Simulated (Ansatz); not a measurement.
Consider the following.

Y2CI2:
```cif
data_CI2Y2
_chemical_formula_sum 'Y2 C1 I2'
_space_group_name_H-M_alt 'P 1'
_space_group_IT_number 1
_cell_length_a 3.87609
_cell_length_b 3.87609
_cell_length_c 10.77159
_cell_angle_alpha 90.000
_cell_angle_beta 90.000
_cell_angle_gamma 120.000
loop_
_space_group_symop_operation_xyz
  'x, y, z'
loop_
_atom_site_label
_atom_site_type_symbol
_atom_site_fract_x
_atom_site_fract_y
_atom_site_fract_z
_atom_site_occupancy
Y1 Y 0.33333 0.66667 0.12165 1
Y2 Y 0.66667 0.33333 0.87835 1
C1 C 0.00000 0.00000 0.00000 1
I1 I 0.33333 0.66667 0.67810 1
I2 I 0.66667 0.33333 0.32190 1
```

This is the r²SCAN-relaxed structure.

Q: All from r²SCAN in the plane-wave PAW code Ansatz, unless another level is named. Estimate the smallest direct gap on the standard path.

A: 1.20 eV.

Q: Give the conduction-band minimum.

A: at M (3 equivalent valleys).

Q: Predict the valence-band maximum.

A: at Γ.

Space group P-3m1. The workflow started from a Materials Project entry (that database holds measured and hypothetical structures alike); the Crystallography Open Database copy checked does not list it. Whether it is the stable phase at ambient conditions was not checked. The r²SCAN relaxation kept the symmetry of its start; its stability against distortions is not shown here. The run is not spin-polarised. A crystal of weakly bound layers computed without a dispersion correction: the cell and the soft elastic constants depend strongly on that. Spin–orbit coupling is left out wherever it is not named.

Potentials: the later of the program's two PAW sets.
